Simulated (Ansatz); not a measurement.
Input:

Sn:
```
CELL_PARAMETERS angstrom
      3.08825     0.00000     0.00000
      0.00000     3.08825     0.00000
      0.00000     0.00000     3.08825
ATOMIC_POSITIONS crystal
  Sn 0.00000 0.00000 0.00000
```

This is the PBE-relaxed structure.

Problem. All from plane-wave PAW PBE (Ansatz code), unless another level is named. Predict the bulk modulus (Birch–Murnaghan fit).

Solution. 46.7 GPa.

Problem. Predict the elastic constants (relaxed ions, GPa).

Solution. C11 = 104, C12 = 17.2, C44 = 3.3.

Space group Pm-3m (simple cubic). A made-up cell: these elements were put on the sites of a structure type; neither database checked (COD, Materials Project) lists it. It is not the phase usual at ambient conditions (space group No. 141). The cell was relaxed with PBE under the symmetry of its start; its stability against distortions is not shown here. As this level gives no gap, shear constants depend on the k-mesh and smearing (Fermi–Dirac, 0.1 eV here). Spin–orbit coupling is left out wherever it is not named.

Potentials: the later of the program's two PAW sets.
